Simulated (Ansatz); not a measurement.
# Checking a converged run of FeO

System: FeO, an experimental structure (space group Fm-3m, primitive cell doubled); the cell holds 4 atoms. The computed pressure is over 10 GPa in size, so the cell is far from the computed equilibrium volume (the chosen U may not suit it). Source: COD entry 1011169, which need not be the ambient phase.

All numbers below come from DFT, PBE+U, PAW, plane waves, scalar-relativistic in Ansatz development build ahead of 0.2.0.

```yaml
crystal:
  lattice:
    - [0.0, -2.166, -2.166]
    - [-4.332, -2.166, -2.166]
    - [0.0, 2.166, -2.166]
  atoms:
    - { symbol: Fe, position: [0.0, 0.0, 0.0], spin: 0.12 }
    - { symbol: Fe, position: [0.0, 0.5, 0.5], spin: 0.12 }
    - { symbol: O, position: [0.5, 0.0, 0.5] }
    - { symbol: O, position: [0.5, 0.5, 0.0] }
magnetization:
  spin_polarized: true
hamiltonian:
  xc: pbe
  pseudopotentials: { kind: paw }
  hubbard: { sites: [{ species: Fe, l: d, u_eff: 5.3 }] }
basis:
  ecutwfc: 420
kpoints:
  mp_grid: { grid: [8, 5, 6] }
scf:
  occupations: { method: gaussian, width: 0.02 }
  lower_state_search: "off"
output:
  forces: true
  stress: true
```

Wall time and machine: 14 s on 2 threads of Arm Neoverse V2 (shared host), peak memory 0.47 GiB.

The end of the output:

```
SCF converged after 25 iterations
Magnetization: 0.0000 μB (22.0000 up, 22.0000 down)
Absolute magnetization: 0.0001 μB (∫|ρ↑−ρ↓|, with the PAW one-centre terms)
Spin contamination: 0.0000 ħ² per cell (⟨S²⟩ above its minimum at these occupations)
Per-site moments (μB) at R_I (Å): [(1.0668e-7, 0.8934), (1.0668e-7, 0.8934), (-1.5941e-7, 0.8934), (-1.5941e-7, 0.8934)]
Free energy (F): -10087.939760 eV
Harris-Foulkes:  -10087.939760 eV  (|F-HF|=4.18e-11)
Internal energy: -10087.939760 eV  (E = F + TS)
E sigma→0 (E₀):  -10087.939760 eV
Fermi energy:    12.916894 eV
--- Forces (eV/Å), atoms counted from 1 ---
  atom   1  Fe    -0.00000000     0.00000000     0.00000000
  atom   2  Fe     0.00000000    -0.00000000    -0.00000000
  atom   3  O      0.00000000    -0.00000000     0.00000000
  atom   4  O      0.00000000    -0.00000000     0.00000000
--- Stress (GPa, compression-positive) ---
      -18.625561       0.000431       0.000431
        0.000431     -18.625850      -0.001771
        0.000431      -0.001771     -18.625850
  P = ⅓ Tr σ = -18.6258 GPa (-186.258 kbar)
```

The mesh has less symmetry than the lattice, which lowers the symmetry of the run.

A static U favours moments and orbital order; the result depends on U and need not be the measured state.

Site moments are taken inside atomic spheres and don't add up to the total.

Eigenvalues of the Hubbard occupation matrices: Fe1 up 0.13 0.13 1.00 1.00 1.00, down 0.13 0.13 1.00 1.00 1.00; Fe2 up 0.13 0.13 1.00 1.00 1.00, down 0.13 0.13 1.00 1.00 1.00.

Problem. The run converged. Is this the lowest state of the cell, and if not, what lies lower and how is it reached?

Solution. No. A state 917 meV/atom (3.666 eV per cell) lower exists in this cell: ferromagnetic, site moments Fe1 3.51, Fe2 3.51, O3 0.18, O4 0.18 μB, total 8.00 μB per cell, a gap of 1.01 eV on the k-mesh. It was reached from: parallel moments, default search for lower states [Fe1 4.00, Fe2 4.00 μB]; the moments in brackets, symmetry off, plain SCF [Fe1 4.00, Fe2 4.00 μB]. Its occupation eigenvalues are Fe1 up 1.00 1.00 1.00 1.00 1.00, down 0.03 0.04 0.09 0.10 0.98; Fe2 up 1.00 1.00 1.00 1.00 1.00, down 0.03 0.04 0.09 0.10 0.98. The wrong state matters: the pressure is 11.1 GPa there against -18.6 GPa here. Signs that this run gave and the runs to the lower state didn't: a negative reading of the dielectric operator (it may be a saddle point), a notice that the starting moments were lost. States within about 5 meV/atom are too close for this mesh, smearing and search to settle their order. This multiple of the primitive cell fits some opposed orders; other multiples fit others. “Lowest” means lowest among the runs made in this cell.
